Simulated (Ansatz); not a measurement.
## Bi$_{2}$Te$_{2}$Se: do energies and stresses tell the same story?

All numbers below come from DFT PBEsol, scalar-relativistic, plane waves, PAW in Ansatz.

Cutoff 420 eV; k points 12×12×12 on the computed 5-atom cell (Γ-centred); Gaussian smearing, width 0.10 eV; no spin polarisation.

Relaxed cell: R-3m, a = 4.288 Å, b = 4.288 Å, c = 29.879 Å, α = 90.00°, β = 90.00°, γ = 120.00°, 5 atoms in the primitive cell. Whether it is the stable form of this composition wasn't checked.

Energies at zero smearing and pressures from the stress tensor, at volumes with shape and atoms relaxed:
| V (Å³/atom) | E − E(first) (meV/atom) | P (GPa) |
| --- | --- | --- |
| 29.816 | 0.00 | 2.74 |
| 30.767 | -11.29 | 1.17 |
| 31.719 | -14.46 | 0.00 |
| 32.671 | -12.03 | -0.74 |
| 33.622 | -6.60 | -1.04 |

**Question.** Check P = −dE/dV between neighbouring volumes, and get the bulk modulus from the pressures alone.

**Answer.** With 1 eV/Å³ = 160.2 GPa:
```tsv
middle V (Å³/atom)	−ΔE/ΔV (GPa)	mean P (GPa)
30.292	1.900	1.953
31.243	0.534	0.582
32.195	-0.409	-0.373
33.146	-0.915	-0.889
```

The two differ by 0.05 GPa at most. The mean of two end pressures misses the average over a step by about ΔV² P″/12, up to 0.04 GPa here; with that taken off 0.02 GPa remains. Around V = 31.719 Å³/atom, the two neighbours give B = −V ΔP/ΔV = 31.719 × 1.91 / 1.903 = 31.9 GPa, against B0 = 30.1 GPa from the Birch–Murnaghan fit of the energies, which describes these points poorly (B0' = 14.6).

Spin–orbit coupling is left out, which can shift energies with elements as heavy as these.